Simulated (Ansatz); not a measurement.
The start is a generated cell, SnO built in the WC structure type. Cell shape, volume and atoms are optimised at zero target pressure with r2SCAN (plane waves to 500 eV, PAW, scalar-relativistic; Ansatz, an electronic-structure program). First-step values are on the input's coarse k-mesh.

Ansatz input (later rounds restart from its end on a renewed k-mesh):
Ansatz 0.2 input:
```yaml
crystal:
  lattice:
    - [3.135356, 0, 0]
    - [-1.567678, 2.715298, 0]
    - [0, 0, 3.059952]
  atoms:
    - { symbol: Sn, position: [0, 0, 0] }
    - { symbol: O, position: [0.66666667, 0.33333333, 0.5] }
basis: { ecutwfc: 500, ecutrho_ratio: 4, xc_grid: 4, fft_grid_basis: typed }
kpoints: { mp_grid: { grid: [8, 8, 8] } }
hamiltonian:
  xc: r2scan
  dispersion: none
  pseudopotentials: { azcp: { folder: ./paw }, kind: paw }
scf: { occupations: { method: fermi_dirac, width: 0.05 } }
relax: { f_tol: 0.01, max_steps: 100, cell: { stress_tol: 0.02 } }
output: { forces: true, stress: true }
```

Problem. How large is the pressure on the unrelaxed cell, and of which sign?

Solution. +27 GPa (positive: the cell is compressed).

Problem. How much energy is released per atom?

Solution. 0.20 eV/atom.

Problem. How does the volume change?

Solution. +19.4 %, from 13.03 to 15.56 Å³/atom.

Problem. How do the shortest distances between atoms change?

Solution. The closest pairs of elements (up to four, under 3.6 Å), start → end: O–Sn 2.37 → 2.52 Å; Sn–Sn 3.06 → 3.30 Å; O–O 3.06 → 3.30 Å.

Problem. Is the relaxed structure metallic? Give its gap.

Solution. Zero (metallic).

Problem. What does it relax into? Give the structure.

Solution. 
```cif
data_OSn
_chemical_formula_sum 'Sn1 O1'
_space_group_name_H-M_alt 'P-6m2'
_space_group_IT_number 187
_space_group_name_Hall 'P -6 2'
_cell_length_a 3.29921
_cell_length_b 3.29921
_cell_length_c 3.30099
_cell_angle_alpha 90.000
_cell_angle_beta 90.000
_cell_angle_gamma 120.000
loop_
_atom_site_label
_atom_site_type_symbol
_atom_site_symmetry_multiplicity
_atom_site_Wyckoff_symbol
_atom_site_fract_x
_atom_site_fract_y
_atom_site_fract_z
_atom_site_occupancy
Sn1 Sn 1 a 0.00000 0.00000 0.00000 1
O1 O 1 d 0.33333 0.66667 0.50000 1
```

The space group stays P-6m2 (No. 187) (the run could not lower it); the end is AFLOW prototype AB_hP2_187_d_a (B_h, as in WC), with 2 atoms in the primitive cell. Final values are on a 16×16×14 k-mesh of the relaxed cell. No spin polarisation in the result.

The run could not lose the symmetry of its start, so the end can be a saddle point.

All atoms sit on sites fixed by symmetry, so only the cell could relax.

The relaxed structure here is a generated cell of SnO: the first start was made by placing the elements on the sites of a structure type, and the end was not matched to a known phase here, so it may be hypothetical. Known forms of SnO include space group No. 129.
